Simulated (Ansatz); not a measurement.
Input:

Li₈PbO₆:
```
Li8PbO6
1.0
    2.72060     1.57074     5.13576
   -2.72060     1.57074     5.13576
    0.00000    -3.14148     5.13576
Li Pb O
8 1 6
Direct
  0.65084   0.65084   0.65084
  0.34916   0.34916   0.34916
  0.22914   0.89834   0.50779
  0.77086   0.10166   0.49221
  0.50779   0.22914   0.89834
  0.49221   0.77086   0.10166
  0.89834   0.50779   0.22914
  0.10166   0.49221   0.77086
  0.00000   0.00000   0.00000
  0.39678   0.09918   0.75759
  0.60322   0.90082   0.24241
  0.75759   0.39678   0.09918
  0.24241   0.60322   0.90082
  0.09918   0.75759   0.39678
  0.90082   0.24241   0.60322
```

This is the LDA-relaxed structure. x, y and z are the axes in which the lattice vectors are written.

Q: All from the program Ansatz at the LDA level (PAW), unless another level is named. Estimate the smallest direct gap on the standard path.

A: 2.94 eV.

Q: Give the formation energy from the elements (no fitted shifts).

A: -1.84 eV/atom.

Q: Give the conduction-band minimum.

A: at Γ.

Q: What about the valence-band maximum?

A: off the standard path, at k = (0.328, 0.375, 0.417).

Q: What about the weight of the conduction-edge state by species (Voronoi cells)?

A: O 54 %, Pb 23 %, Li 23 %.

Q: And the weight of the valence-edge state by species (Voronoi cells)?

A: O 90 %, Li 8 %, Pb 2 %.

Space group R-3. The first step of the workflow began from a Materials Project structure, measured or hypothetical; the Crystallography Open Database files this formula in space group No. 148, but the cells were not matched. Whether it is the stable phase at ambient conditions was not checked. The cell was relaxed with LDA under the symmetry of its start; phonons on a q-mesh show no instability. The references are the lowest solids computed at this level, not always the standard phases (solids in place of the gases). Scalar-relativistic: spin–orbit coupling is off unless named, which matters more the heavier the elements.

Potentials: the later of the program's two PAW sets.
